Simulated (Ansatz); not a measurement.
TaAg:
```yaml
crystal:
  lattice:
    - [4.73638, 0.00000, 0.00000]
    - [0.00000, 2.76727, 0.00000]
    - [0.00000, 0.00000, 5.28099]
  atoms:
    - { symbol: Ag, position: [0.25000, 0.00000, 0.85427] }
    - { symbol: Ag, position: [0.75000, 0.00000, 0.14573] }
    - { symbol: Ta, position: [0.25000, 0.50000, 0.35095] }
    - { symbol: Ta, position: [0.75000, 0.50000, 0.64905] }
```

Relaxed with r²SCAN.

Problem. Map the electron localisation function on the plane through (0.250, 0.000, 0.854) spanned by u = [0, 1, 0] and v = [0, 0, 1] in lattice vectors, from the program Ansatz at the r²SCAN level (PAW).

Solution. x is the fraction of u, y of v (the angle between them is 90°; rows are the nearest grid lines); atoms in the plane: Ag at (0.00, 0.00), Ta at (0.50, 0.50).
```
y \ x   0.000  0.0625  0.188  0.250  0.375  0.438  0.562  0.625  0.750  0.812  0.938   1.00
------  -----  ------  -----  -----  -----  -----  -----  -----  -----  -----  -----  -----
1.00    0.880   0.812  0.523  0.446  0.234  0.174  0.174  0.234  0.446  0.523  0.812  0.880
0.923   0.604   0.574  0.448  0.371  0.195  0.181  0.181  0.195  0.371  0.448  0.574  0.604
0.846   0.362   0.350  0.266  0.220  0.224  0.263  0.263  0.224  0.220  0.266  0.350  0.362
0.769   0.215   0.219  0.254  0.271  0.250  0.231  0.231  0.250  0.271  0.254  0.219  0.215
0.692   0.357   0.334  0.190  0.131  0.126  0.152  0.152  0.126  0.131  0.190  0.334  0.357
0.615   0.345   0.292  0.206  0.351  0.696  0.744  0.744  0.696  0.351  0.206  0.292  0.345
0.538   0.402   0.350  0.547  0.747  0.647  0.357  0.357  0.647  0.747  0.547  0.350  0.402
0.462   0.439   0.382  0.560  0.743  0.592  0.266  0.266  0.592  0.743  0.560  0.382  0.439
0.385   0.444   0.379  0.254  0.404  0.717  0.756  0.756  0.717  0.404  0.254  0.379  0.444
0.308   0.430   0.404  0.221  0.145  0.158  0.207  0.207  0.158  0.145  0.221  0.404  0.430
0.231   0.243   0.248  0.283  0.285  0.202  0.163  0.163  0.202  0.285  0.283  0.248  0.243
0.154   0.368   0.359  0.295  0.256  0.240  0.247  0.247  0.240  0.256  0.295  0.359  0.368
0.0769  0.596   0.567  0.453  0.386  0.216  0.189  0.189  0.216  0.386  0.453  0.567  0.596
0.000   0.880   0.812  0.523  0.446  0.234  0.174  0.174  0.234  0.446  0.523  0.812  0.880
```

The density is the valence pseudo-density with augmentation charge, so density and ELF within about 1 Å of a nucleus are not all-electron values.

Space group Pmma. The start of the workflow was typed in or built on a structure type; neither database checked (COD, Materials Project) lists it. Whether it is the stable phase at ambient conditions was not checked. The r²SCAN relaxation kept the symmetry of its start; its stability against distortions is not shown here. The run is not spin-polarised. Its formation energy is positive at this level, so the cell may be metastable or incomplete. Spin–orbit coupling is left out wherever it is not named.

Potentials: the earlier of the program's two PAW sets.
